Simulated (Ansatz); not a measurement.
The cell is ZnS (P6_3mc) from a database of computed structures; cell and atoms were relaxed with r2SCAN. The symmetry is P6_3mc (No. 186, hexagonal); conventional cell a = 3.808 Å, c = 18.688 Å, 19.56 Å³ an atom. Around Zn lie 4 S at 2.33 Å; around Zn lie 4 S at 2.33–2.34 Å; around S lie 4 Zn at 2.33 Å; around S lie 4 Zn at 2.33–2.34 Å.

```yaml
crystal:
  lattice:
    - [3.80843, 0.00000, 0.00000]
    - [-1.90422, 3.29820, 0.00000]
    - [0.00000, 0.00000, 18.68801]
  atoms:
    - { symbol: Zn, position: [0.33333, 0.66667, 0.83327] }
    - { symbol: Zn, position: [0.66667, 0.33333, 0.33327] }
    - { symbol: Zn, position: [0.66667, 0.33333, 0.66681] }
    - { symbol: Zn, position: [0.33333, 0.66667, 0.16681] }
    - { symbol: Zn, position: [0.00000, 0.00000, 0.50003] }
    - { symbol: Zn, position: [0.00000, 0.00000, 0.00003] }
    - { symbol: S, position: [0.33333, 0.66667, 0.95813] }
    - { symbol: S, position: [0.66667, 0.33333, 0.45813] }
    - { symbol: S, position: [0.66667, 0.33333, 0.79165] }
    - { symbol: S, position: [0.33333, 0.66667, 0.29165] }
    - { symbol: S, position: [0.00000, 0.00000, 0.62511] }
    - { symbol: S, position: [0.00000, 0.00000, 0.12511] }
```

3 runs of the PAW code Ansatz on this cell differ in the functional (and in the settings that go with it). Levels are in eV from each run's valence top; v1 is the last filled band, c1 the first empty one.

Run A, mean stress +1.4 GPa (compression positive):

| point | v4 | v3 | v2 | v1 | c1 | c2 |
| --- | --- | --- | --- | --- | --- | --- |
| Γ | -0.26 | -0.02 | 0.00 | 0.00 | 4.06 | 5.16 |
| M | -1.36 | -1.36 | -1.18 | -0.94 | 5.25 | 5.36 |
| K | -2.05 | -1.67 | -1.60 | -1.60 | 6.26 | 6.26 |

Run B, mean stress 0.0 GPa (compression positive):

| point | v4 | v3 | v2 | v1 | c1 | c2 |
| --- | --- | --- | --- | --- | --- | --- |
| Γ | -0.25 | -0.03 | 0.00 | 0.00 | 2.73 | 3.73 |
| M | -1.30 | -1.30 | -1.13 | -0.91 | 3.85 | 3.94 |
| K | -1.96 | -1.60 | -1.54 | -1.54 | 4.81 | 4.81 |

Run C, mean stress +1.6 GPa (compression positive):

| point | v4 | v3 | v2 | v1 | c1 | c2 |
| --- | --- | --- | --- | --- | --- | --- |
| Γ | -0.25 | -0.03 | 0.00 | 0.00 | 3.40 | 4.47 |
| M | -1.34 | -1.34 | -1.16 | -0.93 | 4.56 | 4.66 |
| K | -2.02 | -1.64 | -1.58 | -1.58 | 5.56 | 5.56 |

Q: Match the runs to r2SCAN, HSE06, PBE0.

A: A is PBE0, B is r2SCAN, C is HSE06. In order of the gap: r2SCAN 2.73, HSE06 3.40, PBE0 4.06 eV. The stress vanishes for r2SCAN, which relaxed the cell.

The values are computed, spin-unpolarised, and not measurements.

The stress of a hybrid is loosely converged in these runs.

The meshes of the hybrids are coarse, so their gaps aren't converged to the digits shown.
